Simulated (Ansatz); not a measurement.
# PtSe2 under strain: Electric field gradients

The cell is a COD entry, relaxed with PBE at fixed cell and then changed (z compressed by 1 %, ions relaxed).

```yaml
crystal:
  lattice:
    - [3.72780, 0.00000, 0.00000]
    - [-1.86390, 3.22837, 0.00000]
    - [0.00000, 0.00000, 4.98099]
  atoms:
    - { symbol: Pt, position: [0.00000, 0.00000, 0.00000] }
    - { symbol: Se, position: [0.33333, 0.66667, 0.26241] }
    - { symbol: Se, position: [0.66667, 0.33333, 0.73759] }
```

Atoms are numbered from 1 in the order listed; like atoms form one site, named after its first atom.

All values are calculated (Ansatz; DFT, PBE, plane waves and PAW, scalar-relativistic, 420 eV cutoff, Γ-centred 14×14×9 k-points, Fermi–Dirac smearing 0.05 eV), not measured.

V_zz is the principal component of the electric field gradient with the largest magnitude, η = (V_xx − V_yy)/V_zz and C_Q = eQV_zz/h.

(1) Give the quadrupolar parameters of the distinct sites.

## Answers

(1) 

```csv
site,atoms (order as listed),first shell,V_zz (10²¹ V/m²),η,C_Q (MHz)
Pt,1,6 Se at 2.52 Å,8.76,0.00,–
Se,"2, 3",3 Pt at 2.52 Å; also 3 Se at 3.20 Å,-2.70,0.00,–
```

An axis of threefold or higher order runs through Pt and Se, so V_zz lies along it and η is zero.

Pt, Se have no stable isotope with a ground-state quadrupole moment in the table, so no C_Q is given.

With no gap above 0.1 eV, as in a metal, the gradients converge slowly in k; expect changes of a tenth or more on a denser mesh. Spin–orbit coupling is left out, which shifts gradients on Pt by a few per cent in wide-gap crystals, and can shift them far more where the calculated gap is small or absent, as here.
